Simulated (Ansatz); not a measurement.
CsCdCl3 (cubic perovskite)

```
CELL_PARAMETERS angstrom
      5.11311     0.00000     0.00000
      0.00000     5.11311     0.00000
      0.00000     0.00000     5.11311
ATOMIC_POSITIONS crystal
  Cs 0.00000 0.00000 0.00000
  Cd 0.50000 0.50000 0.50000
  Cl 0.00000 0.50000 0.50000
  Cl 0.50000 0.00000 0.50000
  Cl 0.50000 0.50000 0.00000
```

The slice is a {210} plane (indices of the conventional cell) through the point (0.500, 0.500, 0.500) (fractional), spanned by u = [100] and v = [021] in vectors of this cell: u (5.11 Å) and v (11.43 Å, at 90° to u). It covers one period; positions are fractions (u, v).

Calculation: LDA (plane waves to 420 eV, PAW, scalar-relativistic; Ansatz, an electronic-structure program). k mesh 7×7×7. These are valence fields of a PAW run, semicore shells included where kept as valence: close to a nucleus they are smooth pseudo fields. CsCdCl3 was relaxed with its symmetry unable to fall.

Problem. Sketch the valence electron density on this plane as a map.

Solution. 
```
|%%##++**####**++##|
|++++====++++====++|
|++==------------==|
|++++==--====--==++|
|++======++++======|
|------==++++==----|
|------==++++==----|
|++++==--====--==++|
|##**++--::::--++**|
|  ##++--::::--++##|
|##**++--::::--++**|
|++++==--====--==++|
|------==++++==----|
|------==++++==----|
|++======++++======|
|++++==--====--==++|
|++==------------==|
|++++====++++====++|
|%%##++**####**++##|
|@@%%++********++%%|
```
Scale: ten equal steps from -3.00 (start of ' ') to 1.42 (end of '@'), in the order ' .:-=+*#%@'. Values: log₁₀ of the valence density in e/Å³. The map has 9 points along u (two characters each, u = 0 at the left) and 20 along v (v = 0 in the bottom row). The scale is logarithmic, as a density can span decades between atoms and voids; values under 0.001 e/Å³ are set to 0.001.
